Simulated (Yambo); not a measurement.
# Excitons in CaHI monolayer

```
CaHI
1.0
    3.96252     0.00000     0.00000
    0.00000     3.96252     0.00000
    0.00000     0.00000    20.20000
H Ca I
2 2 2
Direct
  0.00000   0.50000   0.00000
  0.50000   0.00000   0.00000
  0.00000   0.00000   0.05886
  0.50000   0.50000   0.94114
  0.50000   0.50000   0.13604
  0.00000   0.00000   0.86396
```

The layer was cut from Materials Project entry mp-24204 and relaxed with PBEsol in a cell 20.2 Å high, with the Coulomb interaction truncated along z.

BSE in Yambo on norm-conserving PBEsol (Quantum ESPRESSO, 72 Ry, with spin-orbit coupling) bands: 8×8×1 mesh, 14 valence and 16 conduction bands, static screening with 158 bands and a 3 Ry block, scissor 2.71 eV, Tamm-Dancoff, stochastic integration of W near q = 0; field along x.

| state | energy (eV) | states within 2 meV | relative strength | class | main transitions |
|---|---|---|---|---|---|
| 1 | 5.16 | 1 | < 0.01 | dark | several band pairs |
| 2 | 5.16 | 2 | < 0.01 | dark | several band pairs |
| 3 | 5.17 | 1 | < 0.01 | dark | several band pairs |
| 4 | 5.17 | 2 | 0.03 | weak | several band pairs |
| 5 | 5.18 | 1 | < 0.01 | dark | several band pairs |
| 6 | 5.21 | 2 | < 0.01 | dark | several band pairs |
| 7 | 5.23 | 2 | < 0.01 | dark | several band pairs |
| 8 | 5.24 | 1 | < 0.01 | dark | several band pairs |

These are vertical excitations (zero momentum); the indirect quasiparticle gap, about 6.00 eV, is smaller than the direct one (6.31 eV on the GW mesh). The direct quasiparticle gap on this mesh is 6.31 eV; counted from there, state 1 is bound by 1.15 eV. On a 4×4×1 mesh the same difference is 1.36 eV, so it isn't converged.

Strengths are relative to the strongest of the lowest states of this run; strong means a line over 3 % of the spectrum's maximum, dark under 0.03 %. Absolute energies carry the error of the G0W0 scissor, whose convergence isn't established.

This is a model layer cut from the bulk structure; whether it is stable on its own was not checked.
